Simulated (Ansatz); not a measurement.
Input file for Ansatz (an electronic-structure program):

Ansatz 0.2 input:
```yaml
crystal:
  lattice:
    - [5.1499047376, 0.0, 0.0]
    - [0.0, 5.1499047376, 0.0]
    - [0.0, 0.0, 5.1499047376]
  atoms:
    - { symbol: Nb, position: [0.5, 0.25, 0.0] }
    - { symbol: Nb, position: [0.5, 0.75, 0.0] }
    - { symbol: Nb, position: [0.25, 0.0, 0.5] }
    - { symbol: Nb, position: [0.75, 0.0, 0.5] }
    - { symbol: Nb, position: [0.0, 0.5, 0.25] }
    - { symbol: Nb, position: [0.0, 0.5, 0.75] }
    - { symbol: Ir, position: [0.5, 0.5, 0.5] }
    - { symbol: Ir, position: [0.0, 0.0, 0.0] }
kpoints:
  mp_grid: { grid: [8, 8, 8] }
hamiltonian:
  xc: r2scan
  pseudopotentials: { kind: paw }
scf:
  occupations: { method: gaussian, width: 0.1 }
checkpoint: { read: metal.run }
output: { write_density: true, elf: true, volumetric_format: npy }
basis: { fft_grid_basis: typed }
```

Output (shortened):

```
Pseudopotential: Nb, paw, valence charge 13
Pseudopotential: Ir, paw, valence charge 17
Functional definition: r2SCAN
Crystal: 8 atoms, lattice volume = 136.583 Å³
Basis set: ecut = 500 eV, 3431 PW (Γ), exchange–correlation on 160×160×160 points (64 copies of the dense FFT grid, shifted against one another)
Bands: 68, of which v1, the nominal top of the filled ones, is band 56 counted from 1 (55 counted from 0)
Symmetry: 48 space group operations
Space group: Pm-3n (ITA 223), of the structure as read, at distance tolerance 5.1e-5 Å
k-points: 35 of 512
Stability of the state it starts from, as read at its close in the unpolarized treatment …
iter 1 solved again at ethr=6.32e-8 eV; its pass at ethr=3.10e-3 eV (dr2=7.08e-5 eV) is discarded
SCF iter   1: F=—  HF=-51283.140162 eV  |F-HF|=—  |Δ(HF+E_count)|=         —  Δρ=3.76e-7  dr2=4.96e-11  dr2_τ=5.08e-11  ethr=6.32e-8  ⟨swp⟩=3.4  Hψ=13666  notcnv=0
preconditioner: auto → Kerker (q_TF=auto, 2.640 Å⁻¹)
SCF iter   2: F=-51283.140162 eV  HF=-51283.140162 eV  |F-HF|=2.91e-11  |Δ(HF+E_count)|=   1.70e-7  Δρ=1.80e-7  dr2=1.41e-11  dr2_τ=5.51e-11  ethr=1.00e-12  ⟨swp⟩=6.7  Hψ=7993  notcnv=0
SCF 1 converged in 2 iterations: F = -51283.140162 eV  dr2 = 1.41e-11
SCF converged after 2 iterations
Free energy (F): -51283.140162 eV
Harris-Foulkes:  -51283.140162 eV  (|F-HF|=2.91e-11)
Internal energy: -51283.122487 eV  (E = F + TS)
E sigma→0 (E₀):  -51283.131325 eV
Entropy (-TS):   -0.017674 eV (-2.209 meV/atom)
Fermi energy:    19.586043 eV
--- Per-component energies (eV) ---
  E_band       = -765.361607
  E_kinetic    = 3605.851171
  E_local      = -6743.197608  (includes V_loc(G=0)·N_el)
  E_nonlocal   = 858.610672
  E_hartree    = 2299.303625
  E_xc         = -1530.892270
  E_vxc        = -2089.971276  (∫ρ·V_xc dr)
  E_paw        = -37038.591579  (= ΣΔE_a)
  E_vpaw       = -1125.963143  (= ΣTr[D̂ρ^β])
  E_aug_tail   = -0.000003  (compensation charges beyond the density's cutoff)
  E_vtau       = 130.701329  (kinetic-family band-sum trace: ∫τ·v_τ [+ j·A + Jᵃ·Aᵃ] dr)
  E_ewald      = -12732.418124
  E_core_change = -1.788371  (= ΣΔE_core)
  E_smearing   = -0.017674  (= −TS)
  E_closure    = 0.000000  (closes the sum)
  Σ components = -51283.140162   (vs F -51283.140162, Δ=0.00e0)
  [band-id]    e_kinetic+e_local+e_nonlocal+2·e_hartree+e_vxc+e_vpaw+e_augmentation_tail+e_vtau = -765.361608   (vs E_band -765.361607, Δ=-5.48e-7)
--- Band table (eV; the first three rows and the last of 35) ---
  k-point 0: bands = ["-74.8381", "-74.8381", "-37.2211", "-37.1121", "-37.1121", "-36.8047", "-36.8047", "-36.8047", "-31.0543", "-31.0543", "-31.0543", "-31.0540", "-31.0540", "-31.0540", "-13.5592", "-13.5592", "-13.3519", "-12.7501", "-12.7501", …
  k-point 1: bands = ["-74.8381", "-74.8381", "-37.2146", "-37.1155", "-37.1034", "-36.8179", "-36.8047", "-36.8047", "-31.0544", "-31.0544", "-31.0541", "-31.0541", "-31.0539", "-31.0536", "-13.5556", "-13.5184", "-13.3247", "-12.7484", "-12.7484", …
  k-point 2: bands = ["-74.8381", "-74.8381", "-37.1981", "-37.1251", "-37.0764", "-36.8551", "-36.8046", "-36.8046", "-31.0546", "-31.0546", "-31.0541", "-31.0541", "-31.0528", "-31.0526", "-13.5457", "-13.4826", "-13.1608", "-12.7446", "-12.7446", …
  k-point 34: bands = ["-74.8381", "-74.8381", "-36.9809", "-36.9809", "-36.9809", "-36.9809", "-36.9809", "-36.9809", "-31.0519", "-31.0519", "-31.0519", "-31.0519", "-31.0519", "-31.0519", "-12.6688", "-12.6688", "-12.5445", "-12.5445", "-12.5445", …
```

Cost: about 50 core-seconds (a rough figure) on shared cores.

The workflow started from a Materials Project entry (that database holds measured and hypothetical structures alike); the Crystallography Open Database files this formula in space group No. 223, but the cells were not matched. Whether it is the stable phase at ambient conditions was not checked. The cell was relaxed with r²SCAN under the symmetry of its start; whether a distortion lowers the energy is not shown. The run is not spin-polarised. Scalar-relativistic: spin–orbit coupling is off unless named, which matters more the heavier the elements.

Potentials: the later of the program's two PAW sets.

Ansatz is a plane-wave DFT program.
